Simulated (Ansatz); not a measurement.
Clean, relaxed (100) surface of Li, space group Im-3m (No. 229) (top face towards +c; atoms held fixed, by place in the list: 1, 2):

```
Li
1.0
     3.47709    0.00000    0.00000
     0.00000    3.47709    0.00000
     0.00000    0.00000   23.95419
Li
5
Cartesian
  1.7385 1.7385 8.5000
  0.0000 0.0000 10.2385
  1.7385 1.7385 11.9836
  0.0000 0.0000 13.7406
  1.7385 1.7385 15.6014
```

Method: Ansatz, DFT r2SCAN, scalar-relativistic, plane waves, PAW. Settings: cutoff 500 eV, Γ-centred mesh 8×8×1 on the computed 5-atom cell, Gaussian smearing of 0.10 eV; no spin polarisation. A dipole correction removes the field between periodic images along c.

E_ads counts from the clean slab and the free adsorbate (spin-polarised where it has unpaired electrons); negative means bound. With the adsorbate the cell is lengthened along c to keep the vacuum.

Q: B (atom) is put at the hollow (over Li) at (0.00, 0.00) site, one adsorbate per 12.1 Å². What structure does it relax to?

A: E_ads = -3.12 eV. Contacts: B–Li 2.22 Å, B–Li 2.46 Å.

```
CELL_PARAMETERS angstrom
3.47709 0.00000 0.00000
0.00000 3.47709 0.00000
0.00000 0.00000 25.95419
ATOMIC_POSITIONS crystal
Li 0.50000 0.50000 0.32750
Li 0.00000 0.00000 0.39449
Li 0.50000 0.50000 0.45784
Li 0.00000 0.00000 0.52578
Li 0.50000 0.50000 0.61056
B 0.00000 0.00000 0.61119
```

Each end is the local minimum or symmetric point that its start leads to. The slab is only 7.0 Å thick, so the energies aren't converged with thickness.

For at least one of the starts the bottom face's work function also shifts by over 0.1 eV: the slab is too thin to screen the adsorbate, so the work functions aren't converged with thickness.

The adsorbed runs have no spin polarisation, so weakly bound open-shell ends lie too high.